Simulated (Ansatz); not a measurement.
Data:

MgInCu₄:
```xyz
6
Lattice="0.0000 3.4919 3.4919 3.4919 0.0000 3.4919 3.4919 3.4919 0.0000" Properties=species:S:1:pos:R:3 pbc="T T T"
Cu     4.3667     4.3667     2.6172
Cu     4.3667     2.6172     4.3667
Cu     2.6172     4.3667     4.3667
Cu     2.6172     2.6172     2.6172
Mg     0.0000     0.0000     0.0000
In     5.2379     5.2379     5.2379
```

This is the r²SCAN-relaxed structure.

Question: All from plane-wave PAW r²SCAN (Ansatz code), unless another level is named. Give the formation energy from the elements (no fitted shifts).

Answer: -0.12 eV/atom.

Question: Give the density of states at the Fermi level.

Answer: 0.45 states/eV per atom (mean over ±0.08 eV).

Space group F-43m. The workflow started from an entry of the Crystallography Open Database (COD). Whether it is the stable phase at ambient conditions was not checked. Symmetry was held in the r²SCAN relaxation; its stability against distortions is not shown here. The run is not spin-polarised. The references are the lowest solids computed at this level, not always the standard phases. Scalar-relativistic: spin–orbit coupling is off unless named, which matters more the heavier the elements.

Potentials: the later of the program's two PAW sets.
